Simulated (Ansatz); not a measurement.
input.yaml

```yaml
crystal:
  lattice:
    - [7.6671877214, 0.0, 0.0]
    - [0.0, 10.8430408608, 0.0]
    - [0.0, 0.0, 30.3789445633]
  atoms:
    - { symbol: Si, position: [0.25, 0.5, 0.3070020644] }
    - { symbol: Si, position: [0.25, 0.0, 0.3070020644] }
    - { symbol: Si, position: [0.75, 0.5, 0.3070020644] }
    - { symbol: Si, position: [0.75, 0.0, 0.3070020644] }
    - { symbol: Si, position: [0.5, 0.625, 0.3070020644] }
    - { symbol: Si, position: [0.5, 0.125, 0.3070020644] }
    - { symbol: Si, position: [0.0, 0.625, 0.3070020644] }
    - { symbol: Si, position: [0.0, 0.125, 0.3070020644] }
    - { symbol: Si, position: [0.5, 0.75, 0.3700982963] }
    - { symbol: Si, position: [0.5, 0.25, 0.3700982963] }
    - { symbol: Si, position: [0.0, 0.75, 0.3700982963] }
    - { symbol: Si, position: [0.0, 0.25, 0.3700982963] }
    - { symbol: Si, position: [0.75, 0.875, 0.3700982963] }
    - { symbol: Si, position: [0.75, 0.375, 0.3700982963] }
    - { symbol: Si, position: [0.25, 0.875, 0.3700982963] }
    - { symbol: Si, position: [0.25, 0.375, 0.3700982963] }
    - { symbol: Si, position: [0.7501057632, 0.0007584861, 0.432637793] }
    - { symbol: Si, position: [0.7498528446, 0.5001227439, 0.4331079032] }
    - { symbol: Si, position: [0.2500284782, 0.0001857319, 0.4330191623] }
    - { symbol: Si, position: [0.2503145972, 0.5002464957, 0.4330164878] }
    - { symbol: Si, position: [0.0002192214, 0.1249178527, 0.4330227467] }
    - { symbol: Si, position: [0.0001730961, 0.6244321174, 0.4329644315] }
    - { symbol: Si, position: [0.4998265755, 0.124841359, 0.4330033461] }
    - { symbol: Si, position: [0.5001306483, 0.6251790497, 0.4332001936] }
    - { symbol: Si, position: [-0.0001928947, 0.2503367477, 0.4959855836] }
    - { symbol: Si, position: [0.0006019344, 0.7503963896, 0.4957408073] }
    - { symbol: Si, position: [0.4996114686, 0.2503220474, 0.4959229657] }
    - { symbol: Si, position: [0.5004739463, 0.7513915574, 0.4961384274] }
    - { symbol: Si, position: [0.2497740409, 0.3743227883, 0.4958368367] }
    - { symbol: Si, position: [0.2500141376, 0.8748458899, 0.4960043185] }
    - { symbol: Si, position: [0.7497122992, 0.3741284713, 0.4959817973] }
    - { symbol: Si, position: [0.7511555297, 0.8744094947, 0.4951096951] }
    - { symbol: F, position: [0.250028188, 0.4136166812, 0.2635261393] }
    - { symbol: F, position: [0.2499839975, 0.9133797589, 0.2635872954] }
    - { symbol: F, position: [0.749960707, 0.4135725295, 0.2635367772] }
    - { symbol: F, position: [0.7500417033, 0.9138194253, 0.2634684758] }
    - { symbol: F, position: [0.5001548377, 0.7117179267, 0.263610556] }
    - { symbol: F, position: [0.5000714018, 0.2114634593, 0.2635443451] }
    - { symbol: F, position: [-0.0001627642, 0.7115733941, 0.2635747609] }
    - { symbol: F, position: [-7.00837e-05, 0.2114560545, 0.2635426351] }
    - { symbol: H, position: [-2.90388e-05, 0.1690694142, 0.536074888] }
    - { symbol: H, position: [-0.0010906909, 0.6697521184, 0.5359786719] }
    - { symbol: H, position: [0.4991571202, 0.1689863598, 0.5359638063] }
    - { symbol: H, position: [0.5018872889, 0.6703756351, 0.5362596958] }
    - { symbol: H, position: [0.2500003324, 0.4555261577, 0.5359554257] }
    - { symbol: H, position: [0.2483652829, 0.9563648448, 0.5360050055] }
    - { symbol: H, position: [0.7497786965, 0.4553186102, 0.5360914234] }
    - { symbol: H, position: [0.754559248, 0.9591981275, 0.5342507863] }
    - { symbol: Si, position: [0.6710201303, 0.9695368025, 0.6168428698] }
    - { symbol: "N", position: [0.614136546, 0.9820728621, 0.6717974021] }
    - { symbol: C, position: [0.7473536641, 1.0043195357, 0.7048498472] }
    - { symbol: C, position: [0.4432184273, 1.0289363051, 0.6840300336] }
    - { symbol: H, position: [0.8261777803, 0.8865402085, 0.6140552391] }
    - { symbol: H, position: [0.7185167452, 1.0894376204, 0.594910165] }
    - { symbol: H, position: [0.5170514239, 0.9172907737, 0.5932024295] }
    - { symbol: H, position: [0.7095695316, 0.9618340785, 0.7364505098] }
    - { symbol: H, position: [0.871782764, 0.9631403713, 0.6945772814] }
    - { symbol: H, position: [0.7699358021, 1.1037677543, 0.7110347917] }
    - { symbol: H, position: [0.3996844719, 0.9866156847, 0.7151847821] }
    - { symbol: H, position: [0.4417756405, 1.1302700463, 0.68868604] }
    - { symbol: H, position: [0.3469536245, 1.0058839145, 0.6585593781] }
basis:
  ecutwfc: 420
kpoints:
  mp_grid: { grid: [2, 2, 1] }
hamiltonian:
  xc: pbe
  dispersion: d3bj
scf:
  occupations: { method: gaussian, width: 0.05 }
output:
  forces: true
  eigenvalues: true
  write_density: true
  volumetric_format: npy
efield:
  axis: 3
  dipole_correction: true
  ramp_width: 0.04
```

Launched with
```bash
ansatz run input.yaml --threads 4 --pin off --max-ram 10240MiB --backend cpu --events-out ev --progress --plain --runs-dir out
```

Level of theory: Ansatz, DFT PBE+D3(BJ), scalar-relativistic, plane waves, PAW.

Part of what the program printed, abridged:

```
Pseudopotentials: kind: paw
Pseudopotential: Si, paw, valence charge 4, recommended cutoff 420 eV (normal)
Pseudopotential: F, paw, valence charge 7, recommended cutoff 420 eV (normal)
Pseudopotential: H, paw, valence charge 1, recommended cutoff 420 eV (normal)
Pseudopotential: N, paw, valence charge 5, recommended cutoff 420 eV (normal)
Pseudopotential: C, paw, valence charge 4, recommended cutoff 420 eV (normal)
Functional definition: PBE
Crystal: 61 atoms, lattice volume = 2525.573 Å³
Basis set: ecut = 420 eV, 49389 PW (Γ), exchange–correlation on 108×150×432 points (8 copies of the dense FFT grid, shifted against one another)
Bands: 170, of which v1, the nominal top of the filled ones, is band 109 counted from 1 (108 counted from 0)
Symmetry: 1 space group operations
Space group: P1 (ITA 1), of the structure as read, at distance tolerance 1.4e-4 Å
k-points: 4
Initial density: superposition of atomic densities (neutral atoms: chi_scale 0, normalization atom), corrected by the library's trained network
Initial wavefunctions: pseudopotential atomic-orbital guess
Functional: x = pbe(κ = 0.804, μ = 0.21951497), c = pbe(β = 0.06672455)
SCF iter   1: F=—  HF=-28618.740887 eV  |F-HF|=—  |Δ(HF+E_count)|=         —  Δρ=2.59e-3  dr2=5.87e-1  ethr=1.77e-3  p=0.968 e·Å  D=6.94e-2 V/Å  ΔV_dip=-2.11 eV  dr2_dipole=3.33e-2  V_vac-E_F(+/−)=3.37/5.48 eV  ⟨swp⟩=8.8  Hψ=3912  notcnv=0  defer=96
efield: sawtooth ramp at fractional position 0.9800 (placed from the atoms, in the widest stretch of the axis that holds none; the zero of the levels goes with the place), width 0.0400; the density the first Hamiltonian is built on has a dipole p = 0.968 e·Å; the dipole correction subtracts the counter field D = 6.94e-2 V/Å, which shifts the + side's vacuum level by -2.11 eV against the − side's; the planar-averaged density in the ramp window peaks in size at 3.7e-6 e/Å³
SCF iter   2: F=—  HF=-28618.672446 eV  |F-HF|=—  |Δ(HF+E_count)|=   6.84e-2  Δρ=1.44e-3  dr2=1.83e-1  ethr=2.69e-4  p=0.775 e·Å  D=5.55e-2 V/Å  ΔV_dip=-1.69 eV  dr2_dipole=4.63e-2  V_vac-E_F(+/−)=3.96/5.65 eV  ⟨swp⟩=2.8  Hψ=1226  notcnv=0  defer=219
SCF iter   3: F=—  HF=-28618.653967 eV  |F-HF|=—  |Δ(HF+E_count)|=   1.85e-2  Δρ=7.53e-4  dr2=3.97e-2  ethr=8.40e-5  p=0.960 e·Å  D=6.88e-2 V/Å  ΔV_dip=-2.09 eV  dr2_dipole=3.91e-3  V_vac-E_F(+/−)=3.70/5.79 eV  ⟨swp⟩=2.0  Hψ=789  notcnv=0  defer=219
SCF iter   4: F=—  HF=-28618.656020 eV  |F-HF|=—  |Δ(HF+E_count)|=   2.05e-3  Δρ=3.90e-4  dr2=8.44e-3  ethr=1.82e-5  p=0.943 e·Å  D=6.76e-2 V/Å  ΔV_dip=-2.05 eV  dr2_dipole=8.15e-4  V_vac-E_F(+/−)=3.75/5.80 eV  ⟨swp⟩=2.0  Hψ=634  notcnv=0  defer=219
SCF iter   5: F=—  HF=-28618.657582 eV  |F-HF|=—  |Δ(HF+E_count)|=   1.56e-3  Δρ=1.22e-4  dr2=5.18e-4  ethr=3.87e-6  p=0.986 e·Å  D=7.07e-2 V/Å  ΔV_dip=-2.15 eV  dr2_dipole=2.64e-7  V_vac-E_F(+/−)=3.74/5.89 eV  ⟨swp⟩=2.0  Hψ=925  notcnv=0  defer=219
SCF iter   6: F=—  HF=-28618.657703 eV  |F-HF|=—  |Δ(HF+E_count)|=   1.21e-4  Δρ=6.23e-5  dr2=7.93e-5  ethr=2.38e-7  p=0.995 e·Å  D=7.13e-2 V/Å  ΔV_dip=-2.16 eV  dr2_dipole=1.88e-6  V_vac-E_F(+/−)=3.73/5.90 eV  ⟨swp⟩=2.0  Hψ=935  notcnv=0  defer=219
SCF iter   7: F=—  HF=-28618.657702 eV  |F-HF|=—  |Δ(HF+E_count)|=   3.50e-7  Δρ=1.71e-5  dr2=6.17e-6  ethr=3.64e-8  p=0.999 e·Å  D=7.16e-2 V/Å  ΔV_dip=-2.17 eV  dr2_dipole=2.03e-7  V_vac-E_F(+/−)=3.73/5.90 eV  ⟨swp⟩=2.0  Hψ=859  notcnv=0  defer=219
SCF iter   8: F=—  HF=-28618.657711 eV  |F-HF|=—  |Δ(HF+E_count)|=   8.40e-6  Δρ=4.83e-6  dr2=4.60e-7  ethr=2.83e-9  p=0.999 e·Å  D=7.16e-2 V/Å  ΔV_dip=-2.18 eV  dr2_dipole=1.93e-9  V_vac-E_F(+/−)=3.73/5.91 eV  ⟨swp⟩=2.0  Hψ=864  notcnv=0  defer=219
SCF iter   9: F=-28618.657711 eV  HF=-28618.657711 eV  |F-HF|=7.61e-8  |Δ(HF+E_count)|=   7.97e-7  Δρ=1.03e-6  dr2=3.19e-8  ethr=4.59e-11  p=0.999 e·Å  D=7.16e-2 V/Å  ΔV_dip=-2.18 eV  dr2_dipole=7.83e-12  V_vac-E_F(+/−)=3.73/5.91 eV  ⟨swp⟩=20.8  Hψ=5705  notcnv=0
SCF iter  10: F=-28618.657711 eV  HF=-28618.657711 eV  |F-HF|=1.16e-9  |Δ(HF+E_count)|=   7.97e-8  Δρ=4.32e-7  dr2=8.11e-9  ethr=1.47e-11  p=0.999 e·Å  D=7.16e-2 V/Å  ΔV_dip=-2.18 eV  dr2_dipole=3.00e-11  V_vac-E_F(+/−)=3.73/5.91 eV  ⟨swp⟩=5.0  Hψ=2472  notcnv=0
SCF iter  11: F=-28618.657711 eV  HF=-28618.657711 eV  |F-HF|=9.71e-10  |Δ(HF+E_count)|=   5.54e-9  Δρ=2.13e-7  dr2=2.08e-9  ethr=3.72e-12  p=0.999 e·Å  D=7.16e-2 V/Å  ΔV_dip=-2.18 eV  dr2_dipole=3.51e-12  V_vac-E_F(+/−)=3.73/5.91 eV  ⟨swp⟩=3.0  Hψ=1930  notcnv=0
SCF 1 converged in 11 iterations: F = -28618.657711 eV  dr2 = 2.08e-9
SCF converged after 11 iterations
an eigenvalue changed by more than its tolerance at an iteration that met the thresholds in force, so the SCF went on 2 times: the last check was not made
the last check of whether an eigenvalue changes by more than its tolerance under the output density was not made (no_room)
Free energy (F): -28618.657711 eV
Harris-Foulkes:  -28618.657711 eV  (|F-HF|=9.71e-10)
Internal energy: -28618.657711 eV  (E = F + TS)
E sigma→0 (E₀):  -28618.657711 eV
Fermi energy:    -1.116605 eV
Dipole field:    D = 0.071610 V/Å  (p = 0.999480 e·Å, saw-weighted, corrected)
Work function:   Φ+ = 3.7306 eV   Φ− = 5.9061 eV
Levels:          The Fermi level and band energies are counted from a zero that moves with the ramp; work functions are not
--- Per-component energies (eV) ---
  E_band       = -1850.595040
  E_kinetic    = 3545.200504
  E_local      = -96039.790504  (includes V_loc(G=0)·N_el)
  E_nonlocal   = 1566.908766
  E_hartree    = 46218.166633
  E_xc         = -2765.864747
  E_vxc        = -2748.699127  (∫ρ·V_xc dr)
  E_paw        = -18863.552599  (= ΣΔE_a)
  E_vpaw       = -656.664414  (= ΣTr[D̂ρ^β])
  E_aug_tail   = -0.004996  (compensation charges beyond the density's cutoff)
  E_efield     = 0.035787  (sawtooth field / dipole correction)
  E_vefield    = 46.119996  (∫n·V_field dr)
  E_ewald      = 37729.046987
  E_disp       = -8.803542  (pairwise vdW)
  E_smearing   =  0.000000  (= −TS)
--- Forces (eV/Å), atoms counted from 1 ---
  atom   1  Si     0.00093855     0.16695905    -0.07409272
  atom   2  Si     0.00088023     0.16445585    -0.07163564
  atom   3  Si    -0.00016982     0.16523270    -0.07312905
  atom   4  Si    -0.00053623     0.14851121    -0.07811791
  atom   5  Si     0.00210455    -0.16269039    -0.06900622
  atom   6  Si     0.00289253    -0.16320107    -0.07009889
  atom   7  Si    -0.00236564    -0.15897257    -0.07155323
  atom   8  Si    -0.00222355    -0.16468834    -0.07314058
  atom   9  Si     0.00172774    -0.00276989     0.09765013
  atom  10  Si    -0.00669861     0.00356321     0.06470593
  atom  11  Si    -0.00116673    -0.00520401     0.08200945
  atom  12  Si     0.00846448     0.01121392     0.07508863
  atom  13  Si    -0.00072754    -0.00786815     0.00798034
  atom  14  Si    -0.00690735     0.00488591     0.08785436
  atom  15  Si     0.00019555    -0.00215677     0.07688875
  atom  16  Si     0.00959214     0.00404170     0.07251938
  atom  17  Si    -0.00102696    -0.00023191     0.00190329
  atom  18  Si     0.00087991     0.00386596     0.00163757
  atom  19  Si    -0.00015116    -0.00178291     0.00027683
  atom  20  Si     0.00107792     0.00318506     0.00197127
  atom  21  Si     0.00055564    -0.00285669     0.00119891
  atom  22  Si    -0.00192939     0.00187799    -0.00149649
  atom  23  Si     0.00108072    -0.00162801     0.00066384
  atom  24  Si    -0.00138828     0.00023511     0.00025701
  atom  25  Si    -0.00073188     0.00035547    -0.00188395
  atom  26  Si     0.00121865     0.00321219     0.00191672
  atom  27  Si     0.00076388     0.00003778    -0.00113723
  atom  28  Si     0.00074083     0.00208282    -0.00829681
  atom  29  Si     0.00021379    -0.00202108    -0.00141235
  atom  30  Si     0.00044257    -0.00103792    -0.00100111
  atom  31  Si     0.00035779    -0.00296379    -0.00480542
  atom  32  Si    -0.00258379    -0.00051177    -0.00229772
  atom  33  F     -0.00051503    -0.00063152     0.00283848
  atom  34  F     -0.00074319     0.00279668     0.00090668
  atom  35  F      0.00052291     0.00035206     0.00362527
  atom  36  F      0.00052877     0.00354879     0.00127349
  atom  37  F     -0.00067327    -0.00430831     0.00237094
  atom  38  F     -0.00131313    -0.00051659     0.00266306
  atom  39  F      0.00090339    -0.00312974     0.00034342
  atom  40  F      0.00128780     0.00019561     0.00383362
  atom  41  H      0.00063246    -0.00137015    -0.00074093
  atom  42  H      0.00028879    -0.00138876     0.00327924
  atom  43  H     -0.00146784    -0.00121164    -0.00052640
  atom  44  H     -0.00017045    -0.00326839     0.00550155
  atom  45  H     -0.00021473     0.00222220     0.00023828
  atom  46  H     -0.00072692     0.00061908     0.00131823
  atom  47  H     -0.00073698     0.00318246     0.00109629
  atom  48  H      0.00313197     0.00178422    -0.00062517
  atom  49  Si    -0.00431195    -0.00369302    -0.01241101
  atom  50  N     -0.02799755     0.01099325     0.02087816
  atom  51  C      0.00363723     0.00118129     0.00753702
  atom  52  C      0.01936430    -0.00400054     0.00363897
  atom  53  H      0.00349379    -0.00282925     0.00052236
  atom  54  H      0.00583372     0.00636995     0.00089396
  atom  55  H      0.00047988    -0.00053953    -0.00407996
  atom  56  H      0.00142799     0.00035086    -0.00260218
  atom  57  H      0.00091872    -0.00265638    -0.00061399
  atom  58  H     -0.00347221    -0.00414633    -0.00253901
  atom  59  H      0.00078943    -0.00072839    -0.00047168
  atom  60  H      0.00020834    -0.00249197    -0.00265761
  atom  61  H     -0.00662548     0.00018303    -0.00690540
--- Band table (eV) ---
  k-point 0: bands = ["-26.1085", "-26.0687", "-26.0246", "-26.0245", "-26.0225", "-26.0192", "-26.0014", "-25.9609", "-19.6423", "-14.8016", "-13.2564", "-12.7850", "-12.2660", "-12.2149", "-12.2044", "-11.6174", "-11.4172", "-11.2421", "-11.2362", "-10.9784", "-10.9719", "-10.9356", "-10.4141", "-10.3298", "-10.3058", "-10.1840", "-10.1797", "-9.8739", "-9.3422", "-9.3004", "-9.2959", "-9.2248", "-9.2200", "-9.0989", "-8.8090", "-8.6529", "-8.6252", "-8.6244", "-8.4257", "-8.2921", "-8.2304", "-7.9669", "-7.9502", "-7.6995", "-7.6753", "-7.6559", "-7.6369", "-7.5499", "-7.5497", "-7.4561", "-7.4549", "-7.3253", "-7.0929", "-7.0182", "-6.9282", "-6.9272", "-6.8386", "-6.8377", "-6.8206", "- ...
  k-point 1: bands = ["-26.0931", "-26.0913", "-26.0246", "-26.0245", "-26.0225", "-26.0191", "-25.9789", "-25.9762", "-19.6423", "-14.8016", "-13.0010", "-12.9916", "-12.7844", "-12.0319", "-12.0214", "-11.1322", "-11.1179", "-11.1155", "-11.1138", "-11.0973", "-11.0872", "-10.9972", "-10.9958", "-10.4059", "-10.2633", "-10.2593", "-10.2586", "-10.2401", "-9.2655", "-9.2566", "-9.2538", "-9.2531", "-9.1119", "-9.1065", "-8.5191", "-8.4253", "-8.4070", "-8.2977", "-8.2882", "-8.2740", "-8.2719", "-8.2714", "-8.1762", "-8.1530", "-8.0729", "-7.5264", "-7.5262", "-7.5229", "-7.5227", "-7.3548", "-7.3522", "-7.0468", "-7.0443", "-6.9371", "-6.9348", "-6.8456", "-6.8454", "-6.8442", "-6.8424", " ...
  k-point 2: bands = ["-26.0821", "-26.0800", "-26.0538", "-26.0514", "-26.0062", "-26.0040", "-25.9778", "-25.9751", "-19.6421", "-14.8058", "-12.7826", "-12.7213", "-12.7173", "-11.7902", "-11.7829", "-11.7392", "-11.7350", "-11.7044", "-11.6993", "-11.1181", "-11.1093", "-10.9863", "-10.9853", "-10.4962", "-10.4475", "-10.3205", "-9.6682", "-9.6657", "-9.3517", "-9.3506", "-9.1445", "-9.1429", "-9.0873", "-9.0816", "-8.6318", "-8.5762", "-8.4286", "-8.2902", "-8.2135", "-7.9975", "-7.9810", "-7.7295", "-7.7143", "-7.6686", "-7.6569", "-7.6015", "-7.5995", "-7.4509", "-7.4503", "-7.2637", "-7.2614", "-7.1718", "-7.1702", "-7.0877", "-7.0858", "-6.7354", "-6.6768", "-6.6760", "-6.6655", "-6 ...
  k-point 3: bands = ["-26.0711", "-26.0705", "-26.0698", "-26.0661", "-25.9898", "-25.9897", "-25.9889", "-25.9845", "-19.6421", "-14.8058", "-12.7812", "-12.4822", "-12.4730", "-12.4702", "-12.4671", "-11.5385", "-11.5247", "-11.5208", "-11.5197", "-10.6942", "-10.6837", "-10.6811", "-10.6780", "-10.6079", "-10.5878", "-10.5859", "-10.5848", "-10.3404", "-9.2019", "-9.1985", "-9.1966", "-9.1937", "-8.6247", "-8.5388", "-8.5379", "-8.5318", "-8.4275", "-8.2911", "-8.2494", "-8.2040", "-8.2031", "-8.2019", "-8.0949", "-7.5262", "-7.5255", "-7.5238", "-7.5209", "-7.2596", "-7.2590", "-7.2575", "-7.2570", "-7.0199", "-7.0171", "-7.0165", "-7.0144", "-6.8909", "-6.8901", "-6.8889", "-6.8883", " ...
```

The run converged.

The run took 56 s on 4 threads of Arm Neoverse V2 (shared host), peak memory 8.2 GiB.